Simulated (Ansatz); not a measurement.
## Profile along the Mo–Mo line in Mo3Si (A15, Cr3Si type)

Mo3Si (A15, Cr3Si type)

Space group Pm-3n (No. 223); a = 4.884 Å, b = 4.884 Å, c = 4.884 Å, α = 90.00°, β = 90.00°, γ = 90.00°

```json
[
 {"atom": "Si", "site": "2a", "symmetry": "m-3.", "x": "0.0000", "y": "0.0000", "z": "0.0000"},
 {"atom": "Mo", "site": "6c", "symmetry": "-4m.2", "x": "0.0000", "y": "0.5000", "z": "0.2500"}
]
```

Fields along a shortest Mo–Mo line of a {100} plane (2.44 Å), from Mo to Mo, interpolated on the slice's grid (step about 0.2 Å). Level of theory: r2SCAN (plane waves to 500 eV, PAW, scalar-relativistic; Ansatz, an electronic-structure program). k mesh 10×10×10. These are valence fields of a PAW run, semicore shells included where kept as valence: close to a nucleus they are smooth pseudo fields. Mo3Si is run without spin polarisation. Mo3Si was relaxed with its symmetry unable to fall.

| distance from Mo (Å) | valence electron density (e/Å³) | electron localisation function |
|---|---|---|
| 0.00 | 6.20 | x |
| 0.24 | 6.49 | x |
| 0.49 | 5.27 | x |
| 0.73 | 2.53 | 0.68 |
| 0.98 | 0.94 | 0.40 |
| 1.22 | 0.64 | 0.31 |
| 1.46 | 0.94 | 0.40 |
| 1.71 | 2.53 | 0.68 |
| 1.95 | 5.27 | x |
| 2.20 | 6.49 | x |
| 2.44 | 6.20 | x |

x: too close to a nucleus for the ELF to mean much.

Density on the Mo–Mo line (2.44 Å) at its midpoint: 0.64 e/Å³. ELF at that point: 0.31.
